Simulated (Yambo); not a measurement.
Yambo input for TiTl$_{2}$F$_{6}$ (space group P-3m1, No. 164) (a = 5.9191 Å, b = 5.9191 Å, c = 4.7642 Å, α = 90.00°, β = 90.00°, γ = 120.00°), on LDA (Quantum ESPRESSO, PseudoDojo norm-conserving, 84 Ry, no spin-orbit coupling) wavefunctions on a 3×3×4 mesh:

```
optics
chi
dipoles
kernel
FFTGvecs= 40 Ry
Chimod= "HARTREE"
NGsBlkXd= 3 Ry
% QpntsRXd
 1 | 1 |
%
% BndsRnXd
 2 | 124 |
%
GrFnTpXd= "R"
% EnRngeXd
 0.0 | 20.0 | eV
%
% DmRngeXd
 0.2 | 0.2 | eV
%
CGrdSpXd= 50
ETStpsXd= 161
% LongDrXd
 1.0 | 0.0 | 0.0 |
%
```

First lines of the file o-*.eps_q1_inv_rpa_dyson:

```
Absorption @ Q(1):   1.00000000     0.00000000     0.00000000    [q->0 direction]
#
# [ X ] Hartree size     :   95
# [GEN] GF Energies     : Slater exchange(X)+Perdew & Wang(C)
# [GEN] Green`s Function     : Retarded
#
# [GEN] Gauge     : Length
# [GEN] [r,Vnl] included     : yes
#
#    E[1] [eV]     Im(eps)     Re(eps)     Im(eps_o)     Re(eps_o)
#
     0.000000     -0.123361E-8     3.256373     0.22398E-18     3.966064
     0.125000     0.001917     3.256969     0.002910     3.966969
     0.250000     0.003843     3.258761     0.005836     3.969688
     0.375000     0.005789     3.261757     0.008794     3.974236
     0.500000     0.007764     3.265972     0.011802     3.980638
     0.625000     0.009779     3.271427     0.014875     3.988931
     0.750000     0.011845     3.278151     0.018034     3.999159
     0.875000     0.013974     3.286179     0.021299     4.011382
     1.000000     0.016179     3.295553     0.024692     4.025672
     1.125000     0.018475     3.306324     0.028237     4.042115
     1.250000     0.020879     3.318554     0.031964     4.060812
     1.375000     0.023409     3.332314     0.035903     4.081885
     1.500000     0.026085     3.347688     0.040093     4.105475
     1.625000     0.028934     3.364772     0.044575     4.131747
     1.750000     0.031985     3.383681     0.049402     4.160896
     1.875000     0.035272     3.404548     0.054634     4.193148
     2.000000     0.038837     3.427529     0.060347     4.228771
     2.125000     0.042733     3.452807     0.066632     4.268084
     2.250000     0.047025     3.480601     0.073605     4.311463
     2.375000     0.051793     3.511172     0.081411     4.359362
     2.500000     0.057144     3.544832     0.090243     4.412330
     2.625000     0.063217     3.581966     0.100351     4.471042
     2.750000     0.070203     3.623049     0.112081     4.536337
     2.875000     0.078368     3.668675     0.125917     4.609274
     3.000000     0.088095     3.719610     0.142562     4.691217
     3.125000     0.099965     3.776852     0.163079     4.783964
     3.250000     0.114901     3.841742     0.189165     4.889930
     3.375000     0.134460     3.916110     0.223689     5.012437
     3.500000     0.161467     4.002482     0.271868     5.156091
     3.625000     0.201513     4.104177     0.344038     5.326993
     3.750000     0.266588     4.224165     0.462487     5.530860
     3.875000     0.381902     4.356621     0.675767     5.758072
     4.000000     0.579621     4.458149     1.054750     5.920288
```
(The file goes on to the top of the energy range.) Convergence of the RPA response with its 3×3×4 mesh was not tested.

Geometry of the Materials Project entry, not relaxed at this level.

The structure is a Materials Project entry; no match was found in the copy of COD used, and its stability was not checked.
